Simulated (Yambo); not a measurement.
A G0W0@PBEsol run in Yambo for Cs$_{2}$KYCl$_{6}$ (space group Fm-3m, No. 225) (2×2×2 Γ-centred k mesh, bands 2 to 372 and a 6 Ry block in the screening, 372 bands in G with the Bruneval-Gonze terminator, plasmon pole fitted at 27.2 eV) gives these matrix elements, in eV, at the band edges (Γ → Γ):

```csv
state,E0,<Vxc>,<Σx>,<Σc(E0)>,Z
valence edge,0.000,-14.076,-18.584,2.232,0.810
conduction edge,4.959,-6.672,-2.923,-2.904,0.875
```

**Question.** Solve the linearised quasiparticle equation for both states, give the gap, and say how exchange and correlation each act on it.

**Answer.** E = E0 + Z(Σx + Σc − Vxc). Valence: 0.000 + 0.810 × (-18.584 + (2.232) − (-14.076)) = -1.85 eV. Conduction: 4.959 + 0.875 × (-2.923 + (-2.904) − (-6.672)) = 5.70 eV. The gap is 7.54 eV, against 4.96 eV in PBEsol. Replacing Vxc by bare exchange alone would open it by 8.26 eV; correlation takes back 5.14 eV of that, and Z scales what is left. Nearest settings tried, and what they do to the gap: 239 bands in G: -6 meV; 171 bands in W: -7 meV; 5 Ry block (531 vectors against 645): -31 meV; 1×1×1 mesh: -139 meV. So the settings aren't converged at that level. The k mesh is coarse. 

Geometry of the Materials Project entry, not relaxed at this level; primitive cell a = 8.0291 Å, b = 8.0291 Å, c = 8.0291 Å, α = 60.00°, β = 60.00°, γ = 60.00°.

The structure is a Materials Project entry; no match was found in the copy of COD used, and its stability was not checked.
